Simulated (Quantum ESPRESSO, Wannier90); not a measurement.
**Tight-binding from DFT: SrO (rock salt)**

```xyz
2
Lattice="0.0000 2.5838 2.5838 2.5838 0.0000 2.5838 2.5838 2.5838 0.0000" Properties=species:S:1:pos:R:3 pbc="T T T"
Sr     2.5838     2.5838     2.5838
O      0.0000     0.0000     0.0000
```

Structure: Materials Project mp-2472, symmetrised, not relaxed again. COD (Crystallography Open Database) has an entry of this formula and space group (matched by these alone). Method: PBEsol plane waves in Quantum ESPRESSO 7.5 (PseudoDojo norm-conserving files, 68 Ry, no spin polarisation, no spin-orbit coupling), Bloch states on a 10×10×10 mesh through Γ, Wannier90 4.0.1. Density: 10×10×10 mesh, cold smearing 0.01 Ry.

A tight-binding model is made by disentanglement and projection with no localisation steps (num_iter = 0), so the 9 orbitals stay atom-like: hydrogen-like Sr: s;d; O: p, axes along x, y, z; frozen window up to 4.73 eV relative to the valence-band maximum. It follows pw.x to 13 meV rms for states up to 4.2 eV relative to the valence-band maximum. Matrix elements depend on this choice of orbitals and windows.

Question: What are the on-site energies relative to the valence-band maximum, and how fast do the hoppings decay?

Answer: 
| atom | orbitals | energy (eV) |
|---|---|---|
| Sr1 | s | 10.50 |
| Sr1 | dz2 dx2-y2 | 9.77 |
| Sr1 | dxz dyz dxy | 8.15 |
| O2 | pz px py | -0.10 |

| distance of the centres (Å) | largest modulus (eV) |
|---|---|
| 2–3 | 1.5 |
| 3–4 | 0.83 |
| 4–5 | 0.040 |
| 5–6 | 0.21 |
| 6–7 | 0.028 |
| 7–8 | 0.060 |
| 8–9 | 0.015 |
| 9–10 | 0.012 |
| 10–11 | 0.0098 |
| 11–12 | 0.0049 |
| 12–13 | 0.0020 |
